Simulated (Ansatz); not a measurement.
CsAu (CsCl type, Pm-3m), DFT-r²SCAN in the program Ansatz with PAW potentials, all energies at zero smearing, with the estimated change up to a 700 eV cutoff added, with one set of potentials and settings (totals compare only within such a set). Cell of 2 atoms (1 Cs, 1 Au): -18850.154 eV.

| element | reference phase | E (eV/atom) |
|---|---|---|
| Cs | Im-3m, 1 atoms in the cell | -5685.9274 |
| Au | Fm-3m, 1 atoms in the cell | -13163.5078 |

Formation energy per atom, worked out: (-18850.154 − 1×(-5685.9274) − 1×(-13163.5078))/2 = -0.359 eV/atom (-35 kJ per mol of atoms), at 0 K, without zero-point energy or fitted corrections.

The first step of the workflow began from a Materials Project structure, measured or hypothetical; the Crystallography Open Database files this formula in space group No. 221, but the cells were not matched. Its standing as an ambient phase is unchecked. The r²SCAN relaxation kept the symmetry of its start; its stability against distortions is not shown here. The references are the lowest solids computed at this level, not always the standard phases. Spin–orbit coupling is left out wherever it is not named.

Potentials: the later of the program's two PAW sets.
